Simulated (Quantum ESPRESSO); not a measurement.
pw.x input (Quantum ESPRESSO 7.5; PBEsol, PseudoDojo standard norm-conserving files, scalar-relativistic):

```
&CONTROL
  calculation = 'scf'
  pseudo_dir = './pseudo'
  outdir = './out'
  tprnfor = .true.
  tstress = .true.
/
&SYSTEM
  ibrav = 0
  nat = 3
  ntyp = 2
  ecutwfc = 82.0
  ecutrho = 328.0
  occupations = 'smearing'
  smearing = 'fd'
  degauss = 0.005
  nbnd = 28
/
&ELECTRONS
  conv_thr = 3e-10
/
ATOMIC_SPECIES
Sc 44.9559 Sc.upf
Ag 107.8682 Ag.upf
CELL_PARAMETERS angstrom
 -1.769130000000   1.769130000000   4.463210000000
  1.769130000000  -1.769130000000   4.463210000000
  1.769130000000   1.769130000000  -4.463210000000
ATOMIC_POSITIONS crystal
Sc   0.000000000000   0.000000000000   0.000000000000
Ag   0.666640000000   0.666640000000   0.000000000000
Ag   0.333360000000   0.333360000000   0.000000000000
K_POINTS automatic
18 18 18 0 0 0
```

End of the output:

```
     total energy              =    -716.31993716 Ry
     estimated scf accuracy    <       0.00000142 Ry
     total energy              =    -716.31993744 Ry
     estimated scf accuracy    <          8.1E-09 Ry
     total energy              =    -716.31993744 Ry
     estimated scf accuracy    <          1.5E-09 Ry
[...]
     the Fermi energy is    14.9216 ev
!    total energy              =    -716.31993744 Ry
     estimated scf accuracy    <          6.9E-11 Ry
     smearing contrib. (-TS)   =      -0.00138160 Ry
     internal energy E=F+TS    =    -716.31855585 Ry
     The total energy is F=E-TS. E is the sum of the following terms:
     one-electron contribution =    -312.84802446 Ry
     hartree contribution      =     177.90450293 Ry
     xc contribution           =    -107.97119604 Ry
     ewald contribution        =    -473.40383828 Ry
     convergence has been achieved in  11 iterations
     Forces acting on atoms (cartesian axes, Ry/au):
     atom    1 type  1   force =     0.00000000    0.00000000    0.00000000
     atom    2 type  2   force =     0.00000000    0.00000000    0.00040865
     atom    3 type  2   force =     0.00000000    0.00000000   -0.00040865
     Total force =     0.000578     Total SCF correction =     0.000001
     Computing stress (Cartesian axis) and pressure
          total   stress  (Ry/bohr**3)                   (kbar)     P=      -33.66
  -0.00021611  -0.00000000  -0.00000000          -31.79       -0.00       -0.00
   0.00000000  -0.00021611  -0.00000000            0.00      -31.79       -0.00
   0.00000000   0.00000000  -0.00025420            0.00        0.00      -37.39
```

Spin-orbit coupling is not included.

Geometry of the Materials Project entry, not relaxed at this level.
